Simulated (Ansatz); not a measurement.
A relaxation computed with Ansatz, from input to last step.

```yaml
crystal:
  lattice:
    - [3.6094106284, 0.0, 0.0]
    - [-1.8047053142, 3.1258412969, 0.0]
    - [0.0, 0.0, 4.3580304736]
  atoms:
    - { symbol: Pd, position: [0.3333333333, 0.6666666667, 0.138] }
    - { symbol: Pd, position: [0.6666666667, 0.3333333333, 0.862] }
    - { symbol: C, position: [0.0, 0.0, 0.0] }
    - { symbol: C, position: [0.3333333333, 0.6666666667, 0.625] }
    - { symbol: C, position: [0.6666666667, 0.3333333333, 0.375] }
basis:
  ecutwfc: 420
kpoints:
  mp_grid: { grid: [6, 6, 4] }
hamiltonian:
  xc: pbe
scf:
  occupations: { method: gaussian, width: 0.1 }
  lower_state_search: "off"
output:
  forces: true
  stress: true
  eigenvalues: true
relax:
  adjacent_minimum: "off"
  f_tol: 0.04
  max_steps: 70
  cell: { stress_tol: 0.4 }
```

```bash
ansatz run input.yaml --threads 1 --pin off --max-ram 2560MiB --backend cpu --events-out ev --progress --plain --runs-dir out
```

Level of theory: DFT PBE, scalar-relativistic, plane waves, PAW (Ansatz 0.2.0).

Of 27 frames 10 are shown, positions in Å and forces in eV/Å; the SCF threshold varies from step to step. Steps run on the plane waves of an earlier cell, with a Pulay correction in the pressure. The basis is chosen afresh for the last frame, the zero of the energies, and at times for earlier ones too; energy and pressure step there, also at an unchanged geometry. Here that happened at steps 12 (-211 meV/atom, 19.7 GPa), 22 (-57 meV/atom, 6.2 GPa), 27 (-3 meV/atom, 0.1 GPa); the frames before carry an error of that size.

```xyz
5
Lattice="3.6094 0.0000 0.0000 -1.8047 3.1258 0.0000 0.0000 0.0000 4.3580" Properties=species:S:1:pos:R:3:forces:R:3 pbc="T T T" step=1 free_energy_over_end_meV_per_atom=1698.53 pressure_GPa=38.24
Pd    0.0000    2.0839    0.6014    0.0000    0.0000    6.4972
Pd    1.8047    1.0419    3.7566    0.0000    0.0000   -6.4972
C     0.0000    0.0000    0.0000    0.0000    0.0000    0.0000
C     0.0000    2.0839    2.7238    0.0000    0.0000   -0.3769
C     1.8047    1.0419    1.6343    0.0000    0.0000    0.3769
5
Lattice="3.5734 0.0000 0.0000 -1.7867 3.0946 0.0000 0.0000 0.0000 4.8731" Properties=species:S:1:pos:R:3:forces:R:3 pbc="T T T" step=4 free_energy_over_end_meV_per_atom=1200.68 pressure_GPa=-1.65
Pd    0.0000    2.0631    0.9822    0.0000    0.0000    0.7896
Pd    1.7867    1.0315    3.8909    0.0000    0.0000   -0.7896
C     0.0000    0.0000    0.0000    0.0000    0.0000    0.0000
C     0.0000    2.0631    3.0837    0.0000    0.0000   -0.3762
C     1.7867    1.0315    1.7894    0.0000    0.0000    0.3762
5
Lattice="3.2665 0.0000 0.0000 -1.6333 2.8289 0.0000 0.0000 0.0000 5.5163" Properties=species:S:1:pos:R:3:forces:R:3 pbc="T T T" step=7 free_energy_over_end_meV_per_atom=1042.12 pressure_GPa=-1.99
Pd    0.0000    1.8859    1.1186    0.0000    0.0000   -0.3600
Pd    1.6333    0.9430    4.3978    0.0000    0.0000    0.3600
C     0.0000    0.0000    0.0000    0.0000    0.0000    0.0000
C     0.0000    1.8859    3.1777    0.0000    0.0000   -1.3022
C     1.6333    0.9430    2.3386    0.0000    0.0000    1.3022
5
Lattice="2.9851 0.0000 0.0000 -1.4925 2.5852 0.0000 0.0000 0.0000 6.0853" Properties=species:S:1:pos:R:3:forces:R:3 pbc="T T T" step=10 free_energy_over_end_meV_per_atom=883.16 pressure_GPa=1.63
Pd    0.0000    1.7234    1.1358    0.0000    0.0000    0.4931
Pd    1.4925    0.8617    4.9495    0.0000    0.0000   -0.4931
C     0.0000    0.0000    0.0000    0.0000    0.0000    0.0000
C     0.0000    1.7234    3.1397    0.0000    0.0000   -0.0712
C     1.4925    0.8617    2.9456    0.0000    0.0000    0.0712
5
Lattice="3.0100 0.0000 0.0000 -1.5050 2.6068 0.0000 0.0000 0.0000 6.2571" Properties=species:S:1:pos:R:3:forces:R:3 pbc="T T T" step=13 free_energy_over_end_meV_per_atom=568.26 pressure_GPa=7.87
Pd    0.0000    1.7378    1.1738    0.0000    0.0000   -0.2750
Pd    1.5050    0.8689    5.0833    0.0000    0.0000    0.2750
C     0.0000    0.0000    0.0000    0.0000    0.0000    0.0000
C     0.0000    1.7378    3.2377    0.0000    0.0000   -0.0047
C     1.5050    0.8689    3.0193    0.0000    0.0000    0.0047
5
Lattice="2.8674 0.0000 0.0000 -1.4337 2.4832 0.0000 0.0000 0.0000 6.6830" Properties=species:S:1:pos:R:3:forces:R:3 pbc="T T T" step=15 free_energy_over_end_meV_per_atom=354.49 pressure_GPa=11.29
Pd    0.0000    1.6555    1.2617    0.0000    0.0000   -0.0771
Pd    1.4337    0.8277    5.4213    0.0000    0.0000    0.0771
C     0.0000    0.0000    0.0000    0.0000    0.0000    0.0000
C     0.0000    1.6555    3.3724    0.0000    0.0000   -0.2030
C     1.4337    0.8277    3.3106    0.0000    0.0000    0.2030
5
Lattice="2.7430 0.0000 0.0000 -1.3715 2.3755 0.0000 0.0000 0.0000 7.3297" Properties=species:S:1:pos:R:3:forces:R:3 pbc="T T T" step=18 free_energy_over_end_meV_per_atom=121.75 pressure_GPa=5.42
Pd    0.0000    1.5837    1.3955    0.0000    0.0000   -0.0042
Pd    1.3715    0.7918    5.9342    0.0000    0.0000    0.0042
C     0.0000    0.0000    0.0000    0.0000    0.0000    0.0000
C     0.0000    1.5837    3.6050    0.0000    0.0000   -0.0747
C     1.3715    0.7918    3.7247    0.0000    0.0000    0.0747
5
Lattice="2.7016 0.0000 0.0000 -1.3508 2.3397 0.0000 0.0000 0.0000 7.6489" Properties=species:S:1:pos:R:3:forces:R:3 pbc="T T T" step=21 free_energy_over_end_meV_per_atom=91.16 pressure_GPa=0.06
Pd    0.0000    1.5598    1.4498    0.0000    0.0000    0.0033
Pd    1.3508    0.7799    6.1991    0.0000    0.0000   -0.0033
C     0.0000    0.0000    0.0000    0.0000    0.0000    0.0000
C     0.0000    1.5598    3.7636    0.0000    0.0000   -0.0048
C     1.3508    0.7799    3.8853    0.0000    0.0000    0.0048
5
Lattice="2.6822 0.0000 0.0000 -1.3411 2.3228 0.0000 0.0000 0.0000 8.0847" Properties=species:S:1:pos:R:3:forces:R:3 pbc="T T T" step=24 free_energy_over_end_meV_per_atom=4.54 pressure_GPa=0.46
Pd    0.0000    1.5486    1.4960    0.0000    0.0000   -0.0061
Pd    1.3411    0.7743    6.5887    0.0000    0.0000    0.0061
C     0.0000    0.0000    0.0000    0.0000    0.0000    0.0000
C     0.0000    1.5486    3.9945    0.0000    0.0000   -0.0066
C     1.3411    0.7743    4.0902    0.0000    0.0000    0.0066
5
Lattice="2.6732 0.0000 0.0000 -1.3366 2.3151 0.0000 0.0000 0.0000 8.2729" Properties=species:S:1:pos:R:3:forces:R:3 pbc="T T T" step=27 free_energy_over_end_meV_per_atom=0.00 pressure_GPa=-0.09
Pd    0.0000    1.5434    1.5071    0.0000    0.0000   -0.0317
Pd    1.3366    0.7717    6.7657    0.0000    0.0000    0.0317
C     0.0000    0.0000    0.0000    0.0000    0.0000    0.0000
C     0.0000    1.5434    4.0999    0.0000    0.0000   -0.0109
C     1.3366    0.7717    4.1729    0.0000    0.0000    0.0109
```

The start puts this composition into another compound's structure type, which needn't suit it. At the end the space group is P-3m1 (tolerance 0.05 Å).

The run took 53 s on 1 thread of Intel(R) Xeon(R) Platinum 8375C CPU @ 2.90GHz (Ice Lake) (shared host), peak memory 0.39 GiB.

The k mesh is coarse.